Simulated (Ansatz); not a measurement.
CdSe:
```
CELL_PARAMETERS angstrom
      0.00000     3.04090     3.04090
      3.04090     0.00000     3.04090
      3.04090     3.04090     0.00000
ATOMIC_POSITIONS crystal
  Se 0.75000 0.75000 0.75000
  Cd 0.00000 0.00000 0.00000
```

Plane-wave PAW PBEsol (Ansatz code) gives a gap of 0.48 eV without spin–orbit coupling, maximum at Γ, minimum at Γ.

Task: What happens when spin–orbit coupling is switched on?

Result: The gap falls by 0.12 eV, to 0.36 eV; maximum at Γ, minimum at Γ.

Task: How large is the spin–orbit splitting of the valence top at Γ?

Result: The fourfold level lies 0.37 eV above the split-off pair.

Task: Give the electron effective mass with spin–orbit coupling.

Result: 0.043 mₑ (isotropic).

Space group F-43m (zinc blende). Symmetry was held in the PBEsol relaxation.

Potentials: the later of the program's two PAW sets.
